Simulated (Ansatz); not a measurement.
Mn$_{3}$Sn in space group Cmcm (No. 63; Mn on 8g, Mn on 4c, Sn on 4c) under volume change, r²SCAN in the plane-wave PAW code Ansatz, shape and atoms relaxed at each volume.

```csv
V (Å³/atom),E − E(relaxed) (meV/atom),P (GPa)
15.122,31.4,6.67
15.620,14.2,4.58
16.119,3.5,2.26
16.617,0.0,0.00
17.116,3.2,-1.99
17.614,12.0,-3.69
18.113,25.9,-5.16
```

Task: What does a third-order Birch–Murnaghan fit give for V₀, B₀ and B′?

Result: V₀ = 16.64 Å³/atom, B₀ = 66.8 GPa, B′ = 1.5.

The workflow started from an entry of the Crystallography Open Database (COD); the relaxed space group is not among those it files for this formula. COD files the formula under space group No. 194. Whether it is the stable phase at ambient conditions was not checked. Symmetry was held in the r²SCAN relaxation, as lowered by the spin order; whether a distortion lowers the energy is not shown. The final state is antiferromagnetic, chosen from 5 collinear starts compared on coarse meshes (ties went to the first, and starts can fall back to one state), not a proven ground state. The program gave a warning on the electronic state, which may not be the lowest. Spin–orbit coupling is left out wherever it is not named.

Potentials: the later of the program's two PAW sets.
